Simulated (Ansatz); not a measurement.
This cell of AlFe (CsCl type) is off equilibrium:

```xyz
2
Lattice="2.8747 0.0000 0.0000 0.0000 2.8747 0.0000 0.0000 0.0000 2.8747" Properties=species:S:1:pos:R:3 pbc="T T T"
Al     0.0000     0.0000     0.0000
Fe     1.4374     1.4374     1.9374
```

Computed with PBE (plane waves to 420 eV, PAW, scalar-relativistic; Ansatz, an electronic-structure program). k mesh 13×13×13 (Γ-centred), Fermi-Dirac smearing 0.05 eV. Energies are smeared free energies. Stress and pressure are positive under compression. With partly filled bands, energies and forces of such displacements shift with the k mesh and the smearing. AlFe was relaxed with its symmetry unable to fall. Relaxed AlFe ends ferromagnetic. The magnetic order is the one the run started from; other orders were not tried.

### Question
Predict the force on every atom, in eV/Å.

### Answer
```tsv
atom	Fx	Fy	Fz
Al1	0.000	0.000	3.562
Fe2	0.000	0.000	-3.561
```

### Question
What is the stress tensor (GPa)?

### Answer
```
   24.2      0.0      0.0
    0.0     24.2      0.0
    0.0      0.0      2.6
```
The pressure, a third of the trace, is 17.0 GPa.

### Question
In it atom 2 sits (0.000, 0.000, 0.500) Å away from its relaxed site. What is its energy relative to the relaxed cell?

### Answer
944 meV/cell.

(For displaced atoms, the force is minus the slope of the energy, and its curvature is a force constant, which sets phonon frequencies.)
